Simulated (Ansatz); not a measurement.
Quadrupolar parameters in SnO

The cell is a refined structure from the COD whose atoms were relaxed with PBE, the cell held.

```xyz
4
Lattice="3.7986 0.0000 0.0000 0.0000 3.7986 0.0000 0.0000 0.0000 4.8408" Properties=species:S:1:pos:R:3 pbc="T T T"
Sn    1.8993    0.0000    1.1728
Sn    0.0000    1.8993    3.6680
O     0.0000    0.0000    0.0000
O     1.8993    1.8993    0.0000
```

Sites (sets of like atoms) are named by element and the number of their first atom in this list.

The numbers come from a DFT calculation in Ansatz (PBEsol, plane waves and PAW, scalar-relativistic, 420 eV cutoff, Γ-centred 12×12×10 k-points, Fermi–Dirac smearing 0.05 eV).

V_zz is the principal component of the electric field gradient with the largest magnitude, η = (V_xx − V_yy)/V_zz and C_Q = eQV_zz/h.

17O: I = 5/2, Q = -25.58 mb. Nuclear quadrupole moments: year-2017 set (Pyykkö).

```
site  atoms (order as listed)     first shell  V_xx, V_yy, V_zz (10²¹ V/m²)     η  C_Q (MHz)
  Sn                     1, 2   4 O at 2.23 Å            8.60, 8.60, -17.20  0.00          –
   O                     3, 4  4 Sn at 2.23 Å            -0.33, -0.33, 0.66  0.00     -0.409
```

An axis of threefold or higher order runs through Sn and O, so V_zz lies along it and η is zero.

Sn has no stable isotope with a ground-state quadrupole moment in the table, so no C_Q is given.

The largest force is 0.3 eV/Å, so the atoms aren't at the calculated equilibrium and relaxing them would move these values. With no gap above 0.1 eV, as in a metal, the gradients converge slowly in k; expect changes of a tenth or more on a denser mesh. Without spin–orbit coupling (the program notes it for Sn) the gradients can shift somewhat, as the gap is small. Semilocal functionals make gaps too small and can close them, so the real compound need not be a metal.

The run took 11 s of wall time (11 s of CPU time) and 0.56 GiB at its peak, on 1 thread of Intel Xeon 6975P-C (Granite Rapids) (x86_64; 16 cores open to the job, memory cap 3.0 GiB, no GPU), a shared host with a load of 0.6 a core.
